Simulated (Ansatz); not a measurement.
ZnCl$_{2}$:
```
CELL_PARAMETERS angstrom
     -2.79673     2.79673     4.97447
      2.79673    -2.79673     4.97447
      2.79673     2.79673    -4.97447
ATOMIC_POSITIONS crystal
  Zn 0.75000 0.25000 0.50000
  Zn 0.00000 0.00000 0.00000
  Cl 0.10340 0.12500 0.47840
  Cl 0.87500 0.35340 0.97840
  Cl 0.64660 0.62500 0.52160
  Cl 0.37500 0.89660 0.02160
```

Relaxed with PBEsol.

Q: Give the Bader charges and basin volumes of the independent atoms, the program Ansatz at the PBEsol level (PAW).

A: 

| atom | Bader charge (e) | Bader volume (Å³) |
|---|---|---|
| Zn1 | +1.08 | 13.1 |
| Cl3 | -0.54 | 32.3 |

Space group I-42d. Its axis ratio c/a = 1.78 departs by over 6 % from that of the usual cell of this phase: another minimum, or an error of the functional. The cell was relaxed with PBEsol under the symmetry of its start; its stability against distortions is not shown here.

Potentials: the later of the program's two PAW sets.
